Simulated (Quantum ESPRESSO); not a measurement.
Kohn-Sham bands of YGe (Cmcm)

```
CELL_PARAMETERS angstrom
      0.00000     0.00000     3.95460
     -4.28256     0.00000     0.00000
      2.14128    -5.36220     0.00000
ATOMIC_POSITIONS crystal
  Y  0.75000 0.13861 0.27722
  Y  0.25000 0.86139 0.72278
  Ge 0.75000 0.41562 0.83124
  Ge 0.25000 0.58438 0.16876
```

Structure: Materials Project mp-9971, symmetrised, not relaxed again. Not found in the COD (Crystallography Open Database) copy used; not checked further. Computed values, not measurements, from PBEsol: Quantum ESPRESSO (norm-conserving PseudoDojo potentials, cutoff 63 Ry, spinors with spin-orbit coupling) on a Γ-centred 4×4×4 mesh, then Wannier90. Density: 8×8×8 mesh, cold smearing 0.01 Ry.

Problem. List the Kohn-Sham levels between −8 and 3.0 eV relative to the Fermi level at the high-symmetry points, as a band run of pw.x on that density gives them (levels within 2 meV counted together).

Solution. 
```tsv
point	k (reciprocal lattice)	levels (eV)
Γ	0.000 0.000 0.000	-7.02 (×2), -2.82 (×2), -1.93 (×2), -1.23 (×2), -0.96 (×2), 0.31 (×2), 0.58 (×2), 1.43 (×2), 2.53 (×2), 2.78 (×2), 2.78 (×2), 2.85 (×2)
Y	0.000 0.000 -0.500	-7.55 (×2), -2.12 (×2), -1.63 (×2), -1.49 (×2), -0.85 (×2), -0.78 (×2), 1.34 (×2), 1.89 (×2), 1.94 (×2), 1.94 (×2), 1.98 (×2), 2.77 (×2)
C_0	0.000 -0.420 -0.290	-6.52 (×2), -4.38 (×2), -2.37 (×2), -2.17 (×2), -1.98 (×2), 0.33 (×2), 0.80 (×2), 0.93 (×2), 1.99 (×2), 2.08 (×2), 2.48 (×2)
Σ_0	0.000 -0.580 0.290	-6.52 (×2), -4.38 (×2), -2.37 (×2), -2.17 (×2), -1.98 (×2), 0.33 (×2), 0.80 (×2), 0.93 (×2), 1.99 (×2), 2.08 (×2), 2.48 (×2)
Z	0.500 0.000 0.000	-3.10 (×4), -1.97 (×4), -1.07 (×4), 2.74 (×4)
A_0	0.500 -0.580 0.290	-3.36 (×2), -3.32 (×2), -2.05 (×2), -2.05 (×2), -0.24 (×2), -0.23 (×2), 2.15 (×2), 2.19 (×2)
E_0	0.500 -0.420 -0.290	-3.36 (×2), -3.32 (×2), -2.05 (×2), -2.05 (×2), -0.24 (×2), -0.23 (×2), 2.15 (×2), 2.19 (×2)
T	0.500 0.000 -0.500	-4.17 (×4), -1.55 (×4), -0.11 (×4), 1.90 (×4), 2.41 (×4)
S	0.000 -0.500 0.000	-6.42 (×2), -4.28 (×2), -3.01 (×2), -2.16 (×2), -1.91 (×2), 0.14 (×2), 1.08 (×2), 1.43 (×2), 2.16 (×2), 2.39 (×2), 2.81 (×2)
R	0.500 -0.500 0.000	-3.06 (×4), -2.16 (×4), -0.53 (×4)
```
